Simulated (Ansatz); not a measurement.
SiGe in space group P-6m2 (No. 187; Ge on 1a, Si on 1f) at seven volumes, r²SCAN in the plane-wave PAW code Ansatz, shape and atoms relaxed at each. One row is withheld.

```csv
V (Å³/atom),P (GPa)
16.446,8.99
16.988,5.39
17.530,2.54
18.073,0.00
18.615,?
19.157,-3.77
19.699,-5.23
```

Fit the shown pressures and predict the withheld one.

P = (3/2)B₀(x^(7/2) − x^(5/2))[1 + (3/4)(B′ − 4)(x − 1)] with x = (V₀/V)^(2/3). Least squares on the six rows gives V₀ = 18.077 Å³/atom, B₀ = 75.1 GPa, B′ = 4.93. At V = 18.615, x = 0.9806 and P = -2.05 GPa. The run itself gave -2.16 GPa.

The cell is a constructed one: a structure type filled with these elements; neither database checked (COD, Materials Project) lists it. Whether it is the stable phase at ambient conditions was not checked. The r²SCAN relaxation kept the symmetry of its start; its stability against distortions is not shown here.

Potentials: the later of the program's two PAW sets.
